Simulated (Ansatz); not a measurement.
One crystal and one scan (frozen-phonon scan) at two levels, PBE (plane waves to 420 eV, PAW, scalar-relativistic; Ansatz, a quantum-chemistry and plane-wave program) and r2SCAN (plane waves to 500 eV, PAW, scalar-relativistic; Ansatz), each from its own relaxed cell and on its own mesh.

The crystal is Li (bcc, W type); a phonon pattern at H = (0.5, 0.5, 0.5) is frozen into a 2-atom cell, Q being the largest atomic displacement.

Li was relaxed with its symmetry unable to fall. With partly filled bands, energies and forces of such displacements shift with the k mesh and the smearing. Both scans cover Q from -0.100 to 0.100 Å.

```csv
quantity,run 1,run 2
Lattice constant a (Å),3.477,3.435
Energy at Q = 0.100 Å (meV/cell),27.9,27.7
```

### Question
Which run is which level?

### Answer
Run 2 is PBE, run 1 is r2SCAN. PBE gives the lower value for: lattice constant a. They agree on: energy at Q = 0.100 Å (within 1.5 %). Both give the same space group of the distorted cell: P4/nmm (No. 129), lowered from Im-3m.

(For displaced atoms, the force is minus the slope of the energy, and its curvature is a force constant, which sets phonon frequencies.)
